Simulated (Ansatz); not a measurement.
Relaxation of a relaxed SnO2 cell, doubled along one cell vector, shaken by Gaussian noise of σ = 0.08 Å a coordinate; 12 atoms in the cell, which starts as P1 (No. 1), aP12; a = 3.548 Å, b = 5.431 Å, c = 7.097 Å, α = β = γ = 90.00°. Calculation: r2SCAN (plane waves to 500 eV, PAW, scalar-relativistic; Ansatz, a quantum-chemistry and plane-wave program). Γ-centred k-mesh 7×4×4 on the run's cell (coarser than for final values), Fermi–Dirac smearing 0.05 eV. This is the first round of the run. 

The optimiser's lines from the output (shortened; P is positive under compression):

```
relax step   1: F+E_penalty+E_count = -28702.63336684 eV  Δ(F+E_penalty+E_count) = +0.000e0 eV  max|allowed force component| = 2.018e0 eV/Å  Δτ_max = 0.0000 Å  P = +0.976 GPa  Ω = 136.763 Å³  (9 SCF iters, dr2 threshold 1.00e-7 eV, accepted)
relax step   2: F+E_penalty+E_count = -28702.71982576 eV  Δ(F+E_penalty+E_count) = -8.646e-2 eV  max|allowed force component| = 1.101e0 eV/Å  Δτ_max = 0.1949 Å  P = +0.288 GPa  Ω = 136.934 Å³  (8 SCF iters, dr2 threshold 1.20e-6 eV, accepted)
relax step   3: F+E_penalty+E_count = -28702.98444075 eV  Δ(F+E_penalty+E_count) = -2.646e-1 eV  max|allowed force component| = 6.462e-1 eV/Å  Δτ_max = 0.2000 Å  P = +3.422 GPa  Ω = 135.144 Å³  (8 SCF iters, dr2 threshold 1.20e-6 eV, accepted)
relax step   4: F+E_penalty+E_count = -28703.21493117 eV  Δ(F+E_penalty+E_count) = -2.305e-1 eV  max|allowed force component| = 1.292e-1 eV/Å  Δτ_max = 0.1636 Å  P = +0.973 GPa  Ω = 139.151 Å³  (8 SCF iters, dr2 threshold 1.20e-6 eV, accepted)
relax step   5: F+E_penalty+E_count = -28703.27452341 eV  Δ(F+E_penalty+E_count) = -5.959e-2 eV  max|allowed force component| = 1.093e-2 eV/Å  Δτ_max = 0.0746 Å  P = +0.353 GPa  Ω = 142.909 Å³  (8 SCF iters, dr2 threshold 1.20e-6 eV, accepted)
relax step   6: F+E_penalty+E_count = -28703.27669704 eV  Δ(F+E_penalty+E_count) = -2.174e-3 eV  max|allowed force component| = 5.389e-3 eV/Å  Δτ_max = 0.0135 Å  P = -0.018 GPa  Ω = 143.832 Å³  (6 SCF iters, dr2 threshold 8.36e-7 eV, accepted)
relax step   7: F+E_penalty+E_count = -28703.27672857 eV  Δ(F+E_penalty+E_count) = -3.153e-5 eV  max|allowed force component| = 1.123e-3 eV/Å  Δτ_max = 0.0052 Å  P = +0.006 GPa  Ω = 144.077 Å³  (8 SCF iters, dr2 threshold 8.31e-9 eV, accepted)
relax step   8: F+E_penalty+E_count = -28703.28846175 eV  Δ(F+E_penalty+E_count) = -1.173e-2 eV  max|allowed force component| = 2.396e-3 eV/Å  Δτ_max = 0.0000 Å  P = +0.136 GPa  Ω = 144.077 Å³  stress off target by 3.75e-1 GPa  SCF on the basis re-selected at this cell (its energy is not comparable with the rows above)  (8 SCF iters)
relax step   9: F+E_penalty+E_count = -28703.28993948 eV  Δ(F+E_penalty+E_count) = -1.478e-3 eV  max|allowed force component| = 1.643e-3 eV/Å  Δτ_max = 0.0114 Å  P = +0.038 GPa  Ω = 144.813 Å³  (6 SCF iters, dr2 threshold 3.52e-7 eV, accepted)
relax step  10: F+E_penalty+E_count = -28703.29002728 eV  Δ(F+E_penalty+E_count) = -8.780e-5 eV  max|allowed force component| = 1.518e-2 eV/Å  Δτ_max = 0.0092 Å  P = +0.103 GPa  Ω = 145.270 Å³  (8 SCF iters, dr2 threshold 3.97e-8 eV, accepted)
relax step  11: F+E_penalty+E_count = -28703.29002775 eV  Δ(F+E_penalty+E_count) = -4.647e-7 eV  max|allowed force component| = 1.042e-3 eV/Å  Δτ_max = 0.0023 Å  P = -0.001 GPa  Ω = 145.436 Å³  (6 SCF iters, dr2 threshold 4.68e-8 eV, accepted)
relax step  12: F+E_penalty+E_count = -28703.29072819 eV  Δ(F+E_penalty+E_count) = -7.004e-4 eV  max|allowed force component| = 8.701e-4 eV/Å  Δτ_max = 0.0000 Å  P = -0.005 GPa  Ω = 145.436 Å³  stress off target by 7.95e-3 GPa  SCF on the basis re-selected at this cell (its energy is not comparable with the rows above)  (6 SCF iters)
```

From the first to the last row the energy changes by -0.05 eV/atom and the volume by +6.3 %. The last row is marked as not comparable with the walk above it, whose basis was carried along; it does compare with step 1, since both stand on a basis selected at the nominal cutoff for their own cell.

Later rounds, restarted from the end of this one on a renewed k-mesh, logged 2 more steps and released under 1 meV/atom more. The final structure after all rounds: C2/c (No. 15), mS12; a = 5.269 Å, b = 5.072 Å, c = 5.639 Å, α = γ = 90.00°, β = 105.17°. Between re-selections the logged energies stand on a plane-wave basis carried along with the cell. No spin polarisation in the result.

The relaxed structure here is a generated cell of SnO2: the first start was made by placing the elements on the sites of a structure type, and the end was not matched to a known phase here, so it may be hypothetical. Known forms of SnO2 include space group No. 136.
